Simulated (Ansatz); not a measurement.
# BePd (Pm-3m): total moment held at 0.3 μB

Theory: DFT, PBEsol, all-electron PAW with datasets made for the crystal, scalar-relativistic in Ansatz 0.2.0.

Command: `ansatz run input.yaml --threads 1 --pin off --max-ram 3072MiB --backend cpu --events-out ev --progress --plain --runs-dir out`

```yaml
crystal:
  lattice:
    - [2.813, 0.0, 0.0]
    - [0.0, 2.813, 0.0]
    - [0.0, 0.0, 2.813]
  atoms:
    - { symbol: Be, position: [0.0, 0.0, 0.0] }
    - { symbol: Pd, position: [0.5, 0.5, 0.5], spin: 0.3 }
magnetization:
  spin_polarized: true
  initial_magnetization: 0.3
  spin_locking: { lock_magnetization: hard }
kpoints:
  mp_grid: { grid: [14, 14, 14] }
scf:
  occupations: { method: fermi_dirac, width: 0.05 }
  lower_state_search: "off"
hamiltonian:
  xc: pbesol
  pseudopotentials: { kind: all_electron, datasets: crystal }
output:
  forces: true
  stress: true
  eigenvalues: false
```

Output:

```
settings of this run that can trade accuracy for cost: output.eigenvalues: false. Do not mix this run's numbers with those of runs without the same settings; the input reference describes each key
hamiltonian.pseudopotentials.datasets: crystal makes datasets for this crystal and solves the spheres of its atoms anew in each pass: cutoff 260.0 eV, the density's 1040.0 eV; for an error of 0.50 meV an atom under PBE, 1.0 meV for the cell; an energy difference from a run of another recipe may be off by several times the error for the cell, under r2SCAN by more, where some 0.1 meV an atom stays a …
Engine: ansatz 0.2.0
Pseudopotentials: kind: all_electron
Pseudopotential: Be, paw, valence charge 2, recommended cutoff 260 eV (normal), crystal/all_electron/pbesol/scalar/gaussian/Be, Koelling and Harmon's equation, gaussian nucleus
Pseudopotential: Pd, paw, valence charge 18, recommended cutoff 260 eV (normal), crystal/all_electron/pbesol/scalar/gaussian/Pd, Koelling and Harmon's equation, gaussian nucleus
Functional definition: PBEsol
  exchange = pbesol_x
  correlation = pbesol_c
Crystal: 2 atoms, lattice volume = 22.259 Å³
Basis set: ecut = 260 eV, 203 PW (Γ), exchange–correlation on 30×30×30 points (8 copies of the dense FFT grid, shifted against one another)
Bands: 15, of which v1, the nominal top of the filled ones, is band 10 counted from 1 (9 counted from 0)
Symmetry: 48 space group operations
Space group: Pm-3m (ITA 221), of the structure as read, at distance tolerance 2.8e-5 Å
Magnetic group: BNS 221.92 (UNI 1594), of the structure as read, at distance tolerance 2.8e-5 Å
k-points: 120 of 2744
Non-local potential: Be, projectors of the file, l = 0: 1, l = 1: 1
Non-local potential: Pd, projectors of the file, l = 0: 2, l = 1: 2, l = 2: 2
PAW form: soft (Blöchl's): semilocal exchange-correlation on the pseudo side does not see the compensation charge
PAW one-centre angular grid: Be, 110 points (default); XC on its mesh's 2013 points in the sphere
PAW one-centre angular grid: Pd, 590 points (default); XC on its mesh's 1877 points in the sphere
Initial density: superposition of atomic densities (chi_scale 0.1, normalization cell)
Starting moments: Σ|m| = 0.3 μB on 1 of 2 sites
Initial wavefunctions: pseudopotential atomic-orbital guess
Functional: x = pbesol(κ = 0.804, μ = 0.12345679012345678), c = pbesol(β = 0.046)
iter 1 solved again at ethr=2.38e-2 eV; its pass at ethr=1.00e-1 eV (dr2=4.75e0 eV) is discarded
SCF iter   1: F=—  HF=-137642.036739 eV  |F-HF|=—  |Δ(HF+E_count)|=         —  Δρ=7.15e-2 (↑7.15e-2 ↓6.66e-2)  dr2=4.98e0  dr2_m=2.96e-3  M=0.300 μB ∫|m|=0.300 μB  β_m=0.30  ethr=2.38e-2  ⟨swp⟩=2.0  Hψ=20876  notcnv=0
preconditioner: auto → none  [metal: Δε(μ)=0.011 eV  Ē_g=11.736 eV  σ=0.050 eV  W_gap=0.05  n_scr=6 (ndim 8)  ℏωp=27.3 eV  f_vac=0.002  D(μ)=0.90/eV (n_scr^D=6)  sad-step TF]
[...]
iter 9 did not close the SCF: its close was put off for a magnetic moment that had not settled (scf_convergence_deferred on its scf_iter line)
[...]
Past the cutoff: the bands carry plane waves up to 1.75 times it, of which those up to 1.5 times it add -0.000369 eV an atom, each by itself; the spheres take 0.000262 eV an atom off the energy for waves past 1.75 times it
By the cutoff:   a pressure is off by up to 0.009 GPa (1.2 times the spheres' own share and the shells' term, over an atom's volume, and 0.004 GPa: a bound that held against runs at twice the plane waves)
Past the cutoffs: a stress includes -0.0005 GPa for waves and charges beyond them, in addition to the slope of what the spheres take
In the spheres:  the bands' charges fall short by 8.9e-7 e at most (sound up to 1e-3)
Fermi energy:    17.924519 (↑ 18.374672, ↓ 17.474366) eV
--- Per-component energies (eV) ---
  E_band       = -165.686793
  E_kinetic    = 194.537508
  E_local      = -1723.601307  (includes V_loc(G=0)·N_el)
  E_nonlocal   = 82.033329
  E_hartree    = 908.449745
  E_xc         = -73.883633
  E_vxc        = -96.176804  (∫ρ·V_xc dr)
  E_paw        = -139002.659232  (= ΣΔE_a)
  E_vpaw       = -4943.043505  (= ΣTr[D̂ρ^β])
  E_ewald      = -2529.722764
  E_smearing   = -0.005167  (= −TS)
  E_closure    = 4503.660245  (closes the sum)
  Σ components = -137641.191276   (vs F -137641.191276, Δ=0.00e0)
  The terms above E_closure are by the made datasets' own strengths, without shells solved beside the bands.
--- Forces (eV/Å), atoms counted from 1 ---
  atom   1  Be    -0.00000000    -0.00000000    -0.00000000
  atom   2  Pd    -0.00000000     0.00000000    -0.00000000
  max |Σ_I F_I| component: 4.50e-30 eV/Å
--- Stress (GPa, compression-positive) ---
       -2.263690       0.000000       0.000000
        0.000000      -2.263690       0.000000
        0.000000       0.000000      -2.263690
  P = ⅓ Tr σ = -2.2637 GPa (-22.637 kbar)
settings of this run that can trade accuracy for cost: output.eigenvalues: false. Do not mix this run's numbers with those of runs without the same settings; the input reference describes each key
```

Site moments (μB): Be1 0.05, Pd2 0.18. Cell moment 0.30 μB.

The magnetic group in the log treats spin as a scalar label, without spin–orbit coupling.

The Ansatz runs typed with the search for lower states off end where their start leads. None of this fixes the real material's magnetic order: only patterns that fit the cell were computed, at zero temperature, with a functional that can overstate moments.

It took 14 s on 1 thread of Arm Neoverse V1, with other jobs on the host, peak memory 0.52 GiB.
